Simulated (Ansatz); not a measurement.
NaF (rock salt, Fm-3m), a = b = c = 4.5024 Å, α = β = γ = 90.00°; the cell used has 2 atoms.

Relaxed with LDA.

Question: Which orbitals make up the states near the band edges in LDA (plane waves, PAW; program Ansatz)?

Answer: Top 1 eV of the valence band: F 2p 98 %. Bottom 1 eV of the conduction band: Na 3s 69 %, F 2s 20 %, Na 2s 6 %. Projections are on Löwdin-orthogonalised atomic valence shells; empty p or d shells of many metals are not among them.

Question: Tabulate the density of states.

Answer: States/eV per cell of 2 atoms, in 0.25 eV bins, energy from the valence-band maximum.

```csv
E (eV),total,F 2p,Na 3s,F 2s
-2.05,0.00,0.00,0.00,0.00
-1.80,0.39,0.36,0.03,0.00
-1.55,1.85,1.69,0.13,0.00
-1.30,4.40,4.10,0.23,0.01
-1.05,1.15,1.08,0.05,0.01
-0.80,2.39,2.31,0.03,0.00
-0.55,5.30,5.21,0.03,0.00
-0.30,7.26,7.20,0.01,0.00
-0.05,1.26,1.25,0.00,0.00
0.20,0.00,0.00,0.00,0.00
0.45,0.00,0.00,0.00,0.00
0.70,0.00,0.00,0.00,0.00
0.95,0.00,0.00,0.00,0.00
1.20,0.00,0.00,0.00,0.00
1.45,0.00,0.00,0.00,0.00
1.70,0.00,0.00,0.00,0.00
1.95,0.00,0.00,0.00,0.00
2.20,0.00,0.00,0.00,0.00
2.45,0.00,0.00,0.00,0.00
2.70,0.00,0.00,0.00,0.00
2.95,0.00,0.00,0.00,0.00
3.20,0.00,0.00,0.00,0.00
3.45,0.00,0.00,0.00,0.00
3.70,0.00,0.00,0.00,0.00
3.95,0.00,0.00,0.00,0.00
4.20,0.00,0.00,0.00,0.00
4.45,0.00,0.00,0.00,0.00
4.70,0.00,0.00,0.00,0.00
4.95,0.00,0.00,0.00,0.00
5.20,0.00,0.00,0.00,0.00
5.45,0.00,0.00,0.00,0.00
5.70,0.00,0.00,0.00,0.00
5.95,0.00,0.00,0.00,0.00
6.20,0.00,0.00,0.00,0.00
6.45,0.00,0.00,0.00,0.00
6.70,0.03,0.00,0.02,0.01
6.95,0.05,0.00,0.03,0.01
7.20,0.07,0.00,0.05,0.01
7.45,0.08,0.01,0.06,0.02
7.70,0.10,0.01,0.07,0.02
7.95,0.12,0.01,0.08,0.02
8.20,0.14,0.01,0.10,0.02
8.45,0.15,0.02,0.11,0.02
8.70,0.17,0.02,0.13,0.02
8.95,0.20,0.02,0.15,0.02
9.20,0.22,0.02,0.17,0.02
9.45,0.24,0.02,0.19,0.02
9.70,0.27,0.03,0.21,0.02
9.95,0.30,0.03,0.24,0.02
10.20,0.33,0.03,0.26,0.02
10.45,0.37,0.03,0.29,0.01
10.70,0.42,0.03,0.31,0.01
10.95,0.51,0.03,0.32,0.01
11.20,0.52,0.02,0.30,0.01
```

The LDA relaxation kept the symmetry of its start.

Potentials: the earlier of the program's two PAW sets. The files were generated under PBE; for other functionals the program regenerates the frozen cores, and for LDA and PBEsol the local potential too.
